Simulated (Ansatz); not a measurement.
BaCd3Se4: rattling a relaxed structure

It was reached by relaxing an invented guess, and it needn't be the stable form of this composition.

The calculation used DFT PBE, scalar-relativistic, plane waves, PAW (Ansatz). Settings: cutoff 420 eV, Γ-centred mesh 4×4×4 on the computed 8-atom cell, Gaussian smearing of 0.02 eV; no spin polarisation.

The cell below (8 atoms, space group P-43m (No. 215)) is relaxed within its symmetry.

```
Ba Cd Se
1.0
     6.47399    0.00000    0.00000
     0.00000    6.47399    0.00000
     0.00000    0.00000    6.47399
Ba Cd Se
1 3 4
Cartesian
  0.0000 0.0000 0.0000
  0.0000 3.2370 3.2370
  3.2370 3.2370 0.0000
  3.2370 0.0000 3.2370
  4.6924 4.6924 1.7815
  4.6924 1.7815 4.6924
  1.7815 4.6924 4.6924
  1.7815 1.7815 1.7815
```

For the test it was strained at random (σ = 1.5 % a component), the atoms were moved at random (σ = 0.15 Å), and all was relaxed again on a coarse 2×2×2 mesh (in the run’s order of axes) with 0.10 eV smearing, with no symmetry imposed.

Problem. Is the structure stable against such a distortion?

Solution. It returns, within 1 meV/atom of the unmoved cell on that mesh and with the same symmetry when read at 0.1 Å (P1 at 0.01 Å, so small strains and shifts remain). No instability shows in this cell; modes of other wave vectors, which need another repeat, aren't tested.
